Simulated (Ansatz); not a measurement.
Input and output for Ru (diamond type): DFT, LDA, PAW with Ansatz's default frozen-core files, scalar-relativistic (Ansatz 0.2.0). This run: volume at 0.4 of the series' base cell, ecut 300.

The cell comes from a relaxation on PAW files under the same functional, begun from a prototype that needn't be the stable phase.

Command: `ansatz run input.yaml --threads 1 --pin off --max-ram 2048MiB --backend cpu --events-out ev --progress --plain --runs-dir out` It took 2.4 s on 1 thread of Arm Neoverse V1, with other jobs on the host, peak memory 0.26 GiB.

```yaml
crystal:
  lattice:
    - [0.0, 1.9732738973, 1.9732738973]
    - [1.9732738973, 0.0, 1.9732738973]
    - [1.9732738973, 1.9732738973, 0.0]
  atoms:
    - { symbol: Ru, position: [-0.125, -0.125, -0.125] }
    - { symbol: Ru, position: [0.125, 0.125, 0.125] }
kpoints:
  mp_grid: { grid: [13, 13, 13] }
scf:
  occupations: { method: fermi_dirac, width: 0.1 }
hamiltonian:
  xc: lda
  pseudopotentials: { kind: paw }
output:
  forces: true
  stress: true
  eigenvalues: true
  write_density: true
  write_potential: true
  elf: true
  volumetric_format: npy
basis:
  ecutwfc: 300
```

Output:

```
Warning: basis.ecutwfc = 300 eV is below the records' recommended 420 eV, and the density's cutoff is lower with it unless basis.ecutrho_ratio is high enough to keep the records' density cutoff: compare with a run at a higher cutoff
Engine: ansatz 0.2.0
Pseudopotentials: kind: paw
Pseudopotential: Ru, paw, valence charge 16, recommended cutoff 420 eV (normal), Ru.paw.azcp
Functional definition: SPW92
  exchange = slater_x
  correlation = pw_c
Crystal: 2 atoms, lattice volume = 15.367 Å³
Basis set: ecut = 300 eV, 169 PW (Γ)
Bands: 20, of which v1, the nominal top of the filled ones, is band 16 counted from 1 (15 counted from 0)
Symmetry: 48 space group operations
Space group: Fd-3m (ITA 227), of the structure as read, at distance tolerance 2.5e-5 Å
k-points: 84 of 2197
Non-local potential: Ru, projectors of the file, l = 0: 3, l = 1: 2, l = 2: 2, l = 3: 1
PAW form: soft (Blöchl's): semilocal exchange-correlation on the pseudo side does not see the compensation charge
PAW frozen core: Ru, regenerated for the run's functional, and the local potential with it (the file was generated under x = pbe(κ = 0.804, μ = 0.2195149727645171), c = pbe(β = 0.06672455060314922))
PAW one-centre angular grid: Ru, 590 points (default); XC on 64 Gauss nodes
Initial density: superposition of atomic densities (neutral atoms: chi_scale 0, normalization atom), corrected by the library's trained network
Initial wavefunctions: pseudopotential atomic-orbital guess
Functional: x = slater, c = lda
SCF iter   1: F=—  HF=-11471.794490 eV  |F-HF|=—  |Δ(HF+E_count)|=         —  Δρ=1.48e-1  dr2=1.46e0  ethr=1.77e-3  ⟨swp⟩=6.0  Hψ=8399  notcnv=0
preconditioner: auto → none  [metal: Δε(μ)=0.053 eV  Ē_g=13.587 eV  σ=0.100 eV  W_gap=0.13  n_scr=8 (ndim 8)  ℏωp=37.9 eV  f_vac=0.000  D(μ)=1.27/eV (n_scr^D=14)  sad-step TF]
SCF iter   2: F=—  HF=-11471.782251 eV  |F-HF|=—  |Δ(HF+E_count)|=   1.22e-2  Δρ=7.84e-2  dr2=3.99e-1  ethr=1.77e-3  ⟨swp⟩=2.7  Hψ=3772  notcnv=0
SCF iter   3: F=—  HF=-11471.788690 eV  |F-HF|=—  |Δ(HF+E_count)|=   6.44e-3  Δρ=5.96e-3  dr2=2.02e-3  ethr=1.25e-3  ⟨swp⟩=2.6  Hψ=3432  notcnv=0
SCF iter   4: F=—  HF=-11471.790133 eV  |F-HF|=—  |Δ(HF+E_count)|=   1.44e-3  Δρ=1.30e-3  dr2=2.13e-4  ethr=6.33e-6  ⟨swp⟩=2.1  Hψ=3440  notcnv=0
SCF iter   5: F=—  HF=-11471.790060 eV  |F-HF|=—  |Δ(HF+E_count)|=   7.28e-5  Δρ=1.30e-4  dr2=1.54e-6  ethr=6.67e-7  ⟨swp⟩=2.5  Hψ=3187  notcnv=0
SCF iter   6: F=—  HF=-11471.790058 eV  |F-HF|=—  |Δ(HF+E_count)|=   1.39e-6  Δρ=2.27e-5  dr2=3.45e-8  ethr=3.13e-10  ⟨swp⟩=12.2  Hψ=13721  notcnv=0
SCF iter   7: F=-11471.790058 eV  HF=-11471.790058 eV  |F-HF|=5.82e-11  |Δ(HF+E_count)|=  2.11e-10  Δρ=1.20e-6  dr2=7.95e-11  ethr=1.08e-10  ⟨swp⟩=6.7  Hψ=11009  notcnv=0
SCF 1 converged in 7 iterations: F = -11471.790058 eV  dr2 = 7.95e-11
  greatest PAW one-centre occupation: 1.040 electrons in one spin orbital (limit 2), on the Ru atom at site 1 (counted from 0), in its partial waves of l = 1
SCF converged after 7 iterations
Free energy (F): -11471.790058 eV
Harris-Foulkes:  -11471.790058 eV  (|F-HF|=5.82e-11)
Internal energy: -11471.744979 eV  (E = F + TS)
E sigma→0 (E₀):  -11471.767519 eV
Entropy (-TS):   -0.045079 eV (-22.540 meV/atom)
Fermi energy:    45.480711 eV
--- Per-component energies (eV) ---
  E_band       = 444.933355
  E_kinetic    = 1167.616612
  E_local      = -2030.158567  (includes V_loc(G=0)·N_el)
  E_nonlocal   = 773.493298
  E_hartree    = 771.684021
  E_xc         = -406.775697
  E_vxc        = -514.272146  (∫ρ·V_xc dr)
  E_paw        = -6717.157203  (= ΣΔE_a)
  E_vpaw       = -495.111661  (= ΣTr[D̂ρ^β])
  E_aug_tail   = -0.002587  (compensation charges beyond the density's cutoff)
  E_ewald      = -5031.588226
  E_core_change = 1.143370  (= ΣΔE_core)
  E_smearing   = -0.045079  (= −TS)
  E_closure    = 0.000000  (closes the sum)
  Σ components = -11471.790058   (vs F -11471.790058, Δ=0.00e0)
--- Forces (eV/Å), atoms counted from 1 ---
  atom   1  Ru    -0.00000000     0.00000000     0.00000000
  atom   2  Ru    -0.00000000     0.00000000    -0.00000000
  max |Σ_I F_I| component: 1.85e-16 eV/Å
--- Stress (GPa, compression-positive) ---
     1276.374116       0.000000      -0.000000
        0.000000    1276.374116      -0.000000
       -0.000000      -0.000000    1276.374116
  P = ⅓ Tr σ = 1276.3741 GPa (12763.741 kbar)
--- Band table (eV; the first three rows and the last of 84) ---
  k-point 0: bands = ["-35.9867", "-26.5170", "-6.1052", "-6.1052", "-6.1052", "1.0103", "1.0103", "1.0103", "31.2952", "31.2952", "33.4540", "37.2967", "37.2967", "37.2967", "45.9848", "45.9848", "45.9848", "52.3099", "52.3099", "57.9699"]
  k-point 1: bands = ["-35.9114", "-26.6757", "-6.1716", "-6.1716", "-6.0542", "1.0966", "1.1109", "1.1109", "31.1916", "31.1916", "33.6977", "37.2081", "37.5421", "37.5421", "45.3370", "45.7129", "45.7129", "52.2499", "52.2499", "57.1800"]
  k-point 2: bands = ["-35.6913", "-27.1210", "-6.3452", "-6.3452", "-5.9295", "1.3746", "1.3848", "1.3848", "31.0067", "31.0067", "34.1754", "37.2457", "38.0280", "38.0280", "43.7217", "45.1256", "45.1256", "52.1171", "52.1171", "57.0470"]
  k-point 83: bands = ["-32.4830", "-31.6841", "-8.2827", "-8.0744", "-1.6331", "-0.6364", "4.1227", "4.3213", "28.9985", "29.2848", "34.9937", "36.4327", "39.5328", "41.1386", "43.2845", "44.1687", "48.8503", "49.9019", "52.5040", "53.8009"]
```

The PAW files were made under PBE. The structure type is held throughout; the real material can change phase at far lower pressure. At this compression frozen-core PAW has no all-electron check here.
